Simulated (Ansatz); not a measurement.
The relaxed structure here is a generated cell of Zr: the first start was made by placing the elements on the sites of a structure type, and the end was not matched to a known phase here, so it may be hypothetical. Known forms of Zr include space group No. 194.

A relaxed cell of Zr (Pm-3m (No. 221)), relaxed on a k-mesh at least as fine as the one used below. All values below come from PBEsol (plane waves to 420 eV, PAW, scalar-relativistic; Ansatz, a quantum-chemistry and plane-wave program). Γ-centred k-mesh 6×11×11 on the run's cell (coarser than for final values), Fermi–Dirac smearing 0.05 eV.

```
Zr
1.0
    5.72681     0.00000     0.00000
    0.00000     2.86340     0.00000
    0.00000     0.00000     2.86340
Zr
2
Direct
  0.00000   0.00000   0.00000
  0.50000   0.00000   0.00000
```

The atoms are displaced along an unstable phonon of this cell by (Å):

```tsv
atom	ux	uy	uz
Zr1	0.000	0.000	-0.150
Zr2	0.000	0.000	0.150
```

Task: What forces (eV/Å) and pressure result?

Result: 
```json
[
 {"atom": "Zr1", "Fx": "0.00", "Fy": "0.00", "Fz": "-0.50"},
 {"atom": "Zr2", "Fx": "0.00", "Fy": "0.00", "Fz": "0.50"}
]
```

Pressure -0.4 GPa.

Task: Estimate the energy cost of the displacement in the harmonic approximation and compare with the calculation.

Result: For a harmonic well ΔE = −½ Σ F·u = -0.075 eV a cell, or -38 meV/atom. The calculated energy relative to the undisplaced cell is -0.04 eV/atom, so the harmonic estimate holds well.

The undisplaced cell is probably no minimum: from this displacement the run went on to P6/mmm (No. 191), 0.52 eV/atom below it.

No spin polarisation in the result.
